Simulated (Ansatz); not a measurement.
## Gd2Tl: what a change of scf.convergence.dr2_threshold, scf.max_iter does

All numbers are calculated (PBEsol, collinear spin, no spin-orbit coupling; Ansatz, PAW set soft_2, 420 eV, k-mesh 3×3×3), not measured. These are the settings of the reference run.

Cell:

```
cell
1.0
    -2.6824   -4.6460    6.6707
     5.3647    0.0000    6.6707
    -2.6824    4.6460    6.6707
Gd Tl
12 6
Direct
  0.9167 0.2500 0.5833
  0.2500 0.5833 0.9167
  0.5833 0.9167 0.2500
  0.7500 0.4167 0.0833
  0.0833 0.7500 0.4167
  0.4167 0.0833 0.7500
  0.6667 0.6667 0.6667
  0.0000 0.0000 0.0000
  0.3333 0.3333 0.3333
  0.8333 0.8333 0.8333
  0.1667 0.1667 0.1667
  0.5000 0.5000 0.5000
  0.7500 0.0833 0.4167
  0.0833 0.4167 0.7500
  0.4167 0.7500 0.0833
  0.9167 0.5833 0.2500
  0.2500 0.9167 0.5833
  0.5833 0.2500 0.9167
```

The reference run of this cell is solved again as a single point with these keys changed:

| key | reference run | changed run |
| --- | --- | --- |
| scf.convergence.dr2_threshold | not typed | 0.0 |
| scf.max_iter | not typed | 100 |

**Question.** How does the changed run end?

**Answer.** It is refused before the calculation starts. Message: Error: invalid value for `scf.convergence.dr2_threshold`: must be finite and > 0; got 0 eV
